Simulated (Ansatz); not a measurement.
Ca$_{3}$BiP:
```xyz
5
Lattice="5.4065 0.0000 0.0000 0.0000 5.4065 0.0000 0.0000 0.0000 5.4065" Properties=species:S:1:pos:R:3 pbc="T T T"
Ca     0.0000     2.7032     2.7032
Ca     2.7032     0.0000     2.7032
Ca     2.7032     2.7032     0.0000
Bi     0.0000     0.0000     0.0000
P      2.7032     2.7032     2.7032
```

r²SCAN (plane waves, PAW; program Ansatz) gives a gap of 0.64 eV without spin–orbit coupling, maximum at Γ, minimum at Γ.

Problem. What happens when spin–orbit coupling is switched on?

Solution. The gap decreases by 0.39 eV, to 0.25 eV; maximum at Γ, minimum at Γ.

Problem. How large is the spin–orbit splitting of the valence top at Γ?

Solution. The fourfold level lies 1.26 eV above the split-off pair.

Problem. Give the electron effective mass with spin–orbit coupling.

Solution. 0.035 mₑ (isotropic).

Problem. Give the hole effective mass with spin–orbit coupling, band 1 of 2 at the edge.

Solution. 0.19 along [100], 0.17 along [110], 0.16 along [111] (mₑ).

Problem. Give the hole effective mass with spin–orbit coupling, band 2 of 2 at the edge.

Solution. 0.030 along [100], 0.031 along [110], 0.031 along [111] (mₑ).

Space group Pm-3m (anti-perovskite). The workflow started from a Materials Project entry (that database holds measured and hypothetical structures alike); the Crystallography Open Database copy checked does not list it. Its standing as an ambient phase is unchecked. The cell was relaxed with r²SCAN under the symmetry of its start; its stability against distortions is not shown here.

Potentials: the later of the program's two PAW sets.
